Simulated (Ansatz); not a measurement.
AlRh:
```cif
data_AlRh
_chemical_formula_sum 'Al1 Rh1'
_space_group_name_H-M_alt 'P 1'
_space_group_IT_number 1
_cell_length_a 2.94841
_cell_length_b 2.94841
_cell_length_c 2.94841
_cell_angle_alpha 90.000
_cell_angle_beta 90.000
_cell_angle_gamma 90.000
loop_
_space_group_symop_operation_xyz
  'x, y, z'
loop_
_atom_site_label
_atom_site_type_symbol
_atom_site_fract_x
_atom_site_fract_y
_atom_site_fract_z
_atom_site_occupancy
Al1 Al 0.00000 0.00000 0.00000 1
Rh1 Rh 0.50000 0.50000 0.50000 1
```

Relaxed with LDA.

Question: Which orbitals make up the states near the Fermi level in the program Ansatz at the LDA level (PAW)?

Answer: Within 0.5 eV of the Fermi level: Rh 4d 63 %, Al 3p 28 %. Projections are on Löwdin-orthogonalised atomic valence shells; empty p or d shells of many metals are not among them.

Question: Tabulate the density of states.

Answer: States/eV per cell of 2 atoms, in 0.25 eV bins, energy from the Fermi level.

| E (eV) | total | Rh 4d | Al 3p | Al 3s |
|---|---|---|---|---|
| -7.85 | 0.50 | 0.09 | 0.17 | 0.16 |
| -7.60 | 0.65 | 0.16 | 0.20 | 0.21 |
| -7.35 | 1.51 | 0.68 | 0.27 | 0.47 |
| -7.10 | 1.38 | 0.64 | 0.25 | 0.43 |
| -6.85 | 0.65 | 0.37 | 0.12 | 0.14 |
| -6.60 | 0.51 | 0.26 | 0.12 | 0.12 |
| -6.35 | 0.38 | 0.18 | 0.11 | 0.06 |
| -6.10 | 0.41 | 0.19 | 0.14 | 0.06 |
| -5.85 | 0.77 | 0.42 | 0.24 | 0.06 |
| -5.60 | 1.18 | 0.69 | 0.35 | 0.07 |
| -5.35 | 2.02 | 1.24 | 0.58 | 0.08 |
| -5.10 | 3.04 | 2.19 | 0.63 | 0.09 |
| -4.85 | 2.31 | 1.84 | 0.36 | 0.04 |
| -4.60 | 1.92 | 1.60 | 0.28 | 0.01 |
| -4.35 | 1.91 | 1.59 | 0.29 | 0.00 |
| -4.10 | 1.06 | 0.83 | 0.21 | 0.00 |
| -3.85 | 1.11 | 0.89 | 0.19 | 0.00 |
| -3.60 | 2.46 | 2.11 | 0.27 | 0.01 |
| -3.35 | 2.87 | 2.46 | 0.33 | 0.02 |
| -3.10 | 1.83 | 1.61 | 0.17 | 0.02 |
| -2.85 | 3.56 | 3.08 | 0.33 | 0.03 |
| -2.60 | 3.73 | 3.26 | 0.34 | 0.02 |
| -2.35 | 2.60 | 2.25 | 0.26 | 0.02 |
| -2.10 | 2.16 | 1.86 | 0.22 | 0.02 |
| -1.85 | 1.72 | 1.47 | 0.18 | 0.01 |
| -1.60 | 0.79 | 0.59 | 0.15 | 0.01 |
| -1.35 | 0.49 | 0.32 | 0.12 | 0.01 |
| -1.10 | 0.41 | 0.27 | 0.10 | 0.01 |
| -0.85 | 0.35 | 0.23 | 0.08 | 0.01 |
| -0.60 | 0.27 | 0.17 | 0.07 | 0.01 |
| -0.35 | 0.29 | 0.18 | 0.08 | 0.00 |
| -0.10 | 0.37 | 0.23 | 0.11 | 0.00 |
| 0.15 | 0.79 | 0.51 | 0.22 | 0.01 |
| 0.40 | 1.41 | 0.88 | 0.39 | 0.04 |
| 0.65 | 0.94 | 0.49 | 0.32 | 0.05 |
| 0.90 | 0.76 | 0.35 | 0.29 | 0.05 |
| 1.15 | 0.66 | 0.27 | 0.28 | 0.05 |
| 1.40 | 0.58 | 0.21 | 0.26 | 0.05 |
| 1.65 | 0.53 | 0.17 | 0.25 | 0.05 |
| 1.90 | 0.48 | 0.14 | 0.23 | 0.07 |
| 2.15 | 0.44 | 0.11 | 0.21 | 0.06 |
| 2.40 | 0.38 | 0.08 | 0.19 | 0.06 |
| 2.65 | 0.38 | 0.07 | 0.17 | 0.08 |
| 2.90 | 0.33 | 0.05 | 0.15 | 0.08 |
| 3.15 | 0.29 | 0.04 | 0.12 | 0.09 |
| 3.40 | 0.30 | 0.03 | 0.10 | 0.10 |
| 3.65 | 0.54 | 0.07 | 0.09 | 0.13 |
| 3.90 | 0.97 | 0.14 | 0.11 | 0.31 |
| 4.15 | 1.25 | 0.19 | 0.23 | 0.44 |
| 4.40 | 1.09 | 0.15 | 0.29 | 0.35 |
| 4.65 | 1.03 | 0.14 | 0.29 | 0.34 |

Space group Pm-3m (CsCl type). The first step of the workflow began from a Materials Project structure, measured or hypothetical; the Crystallography Open Database copy checked does not list it. With Al and Rh taken as one species the cell has the higher symmetry Im-3m, so it may be an ordered model of a mixed-site phase. Its standing as an ambient phase is unchecked. The LDA relaxation kept the symmetry of its start; of distortions, only those at the zone centre were tested. No spin polarisation was allowed. Spin–orbit coupling is left out wherever it is not named.

Potentials: the later of the program's two PAW sets.
